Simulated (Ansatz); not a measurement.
Slab of hcp Ru (0001), 5 layers

The slab is cut from the hcp crystal, the stable phase, as relaxed on PAW files (13.09 Å³/atom), with 16 Å of vacuum and a dipole correction:

```
CELL_PARAMETERS angstrom
2.67525 0.00000 0.00000
-1.33763 2.31684 0.00000
0.00000 0.00000 24.44880
ATOMIC_POSITIONS crystal
Ru 0.00000 0.00000 0.32721
Ru 0.33333 0.66667 0.41361
Ru 0.00000 0.00000 0.50000
Ru 0.33333 0.66667 0.58639
Ru 0.00000 0.00000 0.67279
```

Level of theory: DFT with LDA, scalar-relativistic, in Ansatz 0.2.0; a Γ-centred 14×14×1 k mesh, Fermi–Dirac smearing of 0.1 eV, no spin polarisation. LAPW: all electrons, basis error target 1 meV/atom; PAW: frozen-core files, cutoff 420 eV.

The bulk energy comes from a cell in the slab's orientation on a 14×14×8 mesh. The surface energy is (E(slab) − N·E(bulk))/2A at zero smearing, the mean of both faces; thin slabs carry quantum-size effects.

The PAW files were made under PBE.

Q: As cut, the LAPW slab lies 2.550 eV above 5 atoms of bulk. What surface energy is that?

A: Over two faces of 6.20 Å² it is 205.7 meV/Å², and times 16.02 J/m² per eV/Å² that gives γ = 3.295 J/m².

Q: What do relaxation and the other method give, and what work function comes out?

A: 

```tsv
method	γ as cut (J/m²)	γ relaxed (J/m²)	Φ as cut (eV)	Φ relaxed (eV)
LAPW	3.295	3.213	5.41	5.34
PAW	3.294	3.210	5.41	5.34
```

Q: How do the spacings between the planes relax?

A: From the bottom face up: d12 -3.7 % of 2.112 Å, d23 +0.7 % of 2.112 Å, d34 +0.7 % of 2.112 Å, d45 -3.7 % of 2.112 Å.

Q: What changes if the vacuum is set to 9 Å?

A: LAPW then gives: no gap, work function 5.33 eV; PAW: no gap, work function 5.31 eV. The program warns that the vacuum is too thin.

Q: A field of 0.3 V/Å is applied along the normal, atoms held. What follows?

A: LAPW finds an induced dipole of 0.1227 e·Å a cell (PAW 0.1228), that is 11.94 Å for 4πα over the area, against 8.32 Å between the outer atoms.

Q: A 3d core hole is made on one atom of each kind in every 1×1 cell (PAW hole dataset, neutral cell, valence without spin). What does it cost by layer?

A: layer 1 279.31 eV, layer 2 279.82 eV, layer 3 279.66 eV. Shifts between layers mean more than the absolute values, and a whole layer of holes screens otherwise than one hole.

Q: In the relaxed 1×1 cell, replace the outer, then the middle Ru by Rh, which changes a whole layer. What shift does this Z+1 picture give?

A: E(outer) − E(middle) = -0.27 eV by LAPW and -0.27 eV by PAW; a positive value puts the surface line at higher binding energy.
